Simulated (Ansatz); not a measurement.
## The equilibrium volume of Hf2Pd2Se2Br2O3, sorted by core time

```
Hf Pd Se Br O
1.0
     5.75899    0.00000    0.00000
    -2.87949    4.98743    0.00000
     0.00000    0.00000    8.52547
Hf Pd Se Br O
2 2 2 2 3
Direct
  0.33333 0.66667 0.54201
  0.66667 0.33333 0.54201
  0.33333 0.66667 0.12880
  0.66667 0.33333 0.12880
  0.33333 0.66667 0.85572
  0.66667 0.33333 0.85572
  0.00000 0.00000 0.13895
  0.00000 0.00000 0.65384
  0.50000 0.00000 0.42963
  0.00000 0.50000 0.42963
  0.50000 0.50000 0.42963
```

The cell comes from a database or a generator and needn't be the stable form of this composition.

```csv
rung,level,program and potentials,cutoff (eV),k mesh,smearing,core time,chip,equilibrium volume (Å³/atom),notes
GGA,PBE,"Ansatz, PAW datasets made for the crystal",-,4 × 4 × 2,fermi-dirac 0.05,5.9 min,Intel Xeon 6975P-C Granite Rapids,22.20,coarse mesh
GGA,PBEsol,"Ansatz, PAW datasets made for the crystal",-,4 × 4 × 2,fermi-dirac 0.05,8.6 min,Intel Xeon 6975P-C Granite Rapids,20.05,coarse mesh
GGA + dispersion,PBE+D4,"Ansatz, PAW datasets made for the crystal",-,4 × 4 × 2,fermi-dirac 0.05,15 min,Intel Xeon Platinum 8375C Ice Lake,20.82,coarse mesh
GGA + dispersion,PBE+D3(BJ),"Ansatz, PAW datasets made for the crystal",-,4 × 4 × 2,fermi-dirac 0.05,18 min,Intel Xeon Platinum 8375C Ice Lake,20.71,coarse mesh
```

Times are single runs on shared hosts and different chips, so they are rough; meshes, cutoffs and the tasks' sizes weigh on the time. Task: relaxation of cell and atoms. All rows: no spin polarisation. Smearing widths are in eV. For a metal such meshes aren't converged. Meshes are those of the run's cell of 11 atoms unless a note names another. Relaxations start from the cell shown or near it and stop with a little pressure left. Runs on faulty files, with rough fits or with known faults for this quantity aren't shown. No row holds spin-orbit coupling.

By rung: GGA on coarse meshes 20.05 to 22.20; GGA + dispersion on coarse meshes 20.71 to 20.82 (Å³/atom).
